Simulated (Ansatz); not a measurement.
CuI:
```xyz
4
Lattice="4.1087 0.0000 0.0000 -2.0544 3.5583 0.0000 0.0000 0.0000 7.2636" Properties=species:S:1:pos:R:3 pbc="T T T"
Cu     2.0544     1.1861     4.3052
Cu     0.0000     2.3722     2.9583
I      0.0000     2.3722     5.5359
I      2.0544     1.1861     1.7277
```

Relaxed with r²SCAN+D4. Special points in fractions of this cell's reciprocal vectors: Γ (0.000, 0.000, 0.000); M (0.500, 0.000, 0.000); K (0.333, 0.333, 0.000); A (0.000, 0.000, 0.500); L (0.500, 0.000, 0.500); H (0.333, 0.333, 0.500).

Problem. List the band energies nearest the valence-band maximum at these points for DFT-r²SCAN+D4 with spin–orbit coupling in the program Ansatz with PAW potentials.

Solution. In eV from the valence-band maximum; about four levels below and three above (degenerate sets whole), none deeper than 8.9 eV; points with the same levels are listed once.

```json
[
 {"k": "Γ", "below": "-0.27 -0.27 0.00 0.00", "above": "1.91 1.91 3.26 3.26"},
 {"k": "M", "below": "-1.42 -1.42 -0.40 -0.40", "above": "3.21 3.21 3.30 3.30"},
 {"k": "K", "below": "-1.35 -1.35 -0.72 -0.72", "above": "2.95 2.95 4.41 4.41"},
 {"k": "A", "below": "-0.44 -0.44 -0.12 -0.12", "above": "3.31 3.31 3.32 3.32"},
 {"k": "L", "below": "-1.27 -1.27 -0.57 -0.57", "above": "2.68 2.68 2.97 2.97"},
 {"k": "H", "below": "-1.21 -1.21 -0.91 -0.91", "above": "3.31 3.31 3.39 3.39"}
]
```

Space group P-3m1. The workflow started from a Materials Project entry (that database holds measured and hypothetical structures alike); the Crystallography Open Database copy checked does not list it. It is not the phase usual at ambient conditions (space group No. 216). The cell was relaxed with r²SCAN+D4 under the symmetry of its start; whether a distortion lowers the energy is not shown. No spin polarisation was allowed.

Potentials: the later of the program's two PAW sets.
